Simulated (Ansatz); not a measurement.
**All-electron DFT: CS4**

System: artificial CS4 in a cell of tetrahedral units, strained and with atoms displaced, one atom being moved towards a neighbour.

PBE, LAPW, all electrons in Ansatz, scalar relativity, no spin–orbit coupling, point nuclei. Occupations are Fermi–Dirac at 0.15 eV on a coarse k-mesh, 2×2×2 (half-step shift); the results hold for that mesh. In metals such a mesh can move stress, forces and moments by their own size. No spin polarisation. Holes or spare electrons on the non-metal atoms can carry spin, which this run forbids.

Extended XYZ with forces in eV/Å (energy in eV, pressure in GPa):

```xyz
5
Lattice="4.4770 -0.0773 -0.1145 -0.0773 4.6567 -0.0944 -0.1145 -0.0944 4.5921" Properties=species:S:1:pos:R:3:forces:R:3 pbc="T T T" free_energy=-44483.2658 pressure=-1.99
C     1.8791    0.0432    0.5322    1.4273    0.2469   -0.3060
S     2.8996    1.1376    1.6105    0.2218   -0.0486    0.3183
S     3.0539   -0.9263   -0.5772    0.3005    0.1717   -0.0754
S     1.0078    1.1623   -0.5259   -0.9040    0.4426   -0.5525
S     0.9670   -1.0943    1.4799   -1.0456   -0.8126    0.6157
```

Stress (GPa; xx, yy, zz, yz, xz, xy; compression positive): -1.18, -2.56, -2.23, -1.88, -0.07, 0.38.

(1) Now r2SCAN by all-electron PAW datasets generated for the cell without frozen cores, scalar-relativistic, point nucleus at the same geometry. How do the results move?

(2) The same cell and mesh under LDA (PW92) by all-electron full-potential LAPW, scalar-relativistic, point nucleus: what changes?

## Answers

(1) Relative to PBE, the pressure falls by 1.27 GPa to -3.26 GPa, and the forces move by 0.069 eV/Å (r.m.s. over the atoms).

Forces in eV/Å:
```
C1    1.449  0.281 -0.296
S2    0.208 -0.115  0.280
S3    0.297  0.202 -0.046
S4   -0.916  0.376 -0.505
S5   -1.038 -0.744  0.567
```

(2) Beside PBE, the pressure falls by 5.03 GPa to -7.02 GPa, and the forces move by 0.223 eV/Å (r.m.s. over the atoms).

| atom | Fx (eV/Å) | Fy (eV/Å) | Fz (eV/Å) |
| --- | --- | --- | --- |
| C1 | 1.380 | 0.248 | -0.295 |
| S2 | 0.081 | -0.164 | 0.218 |
| S3 | 0.175 | 0.290 | 0.039 |
| S4 | -0.758 | 0.279 | -0.393 |
| S5 | -0.878 | -0.653 | 0.432 |
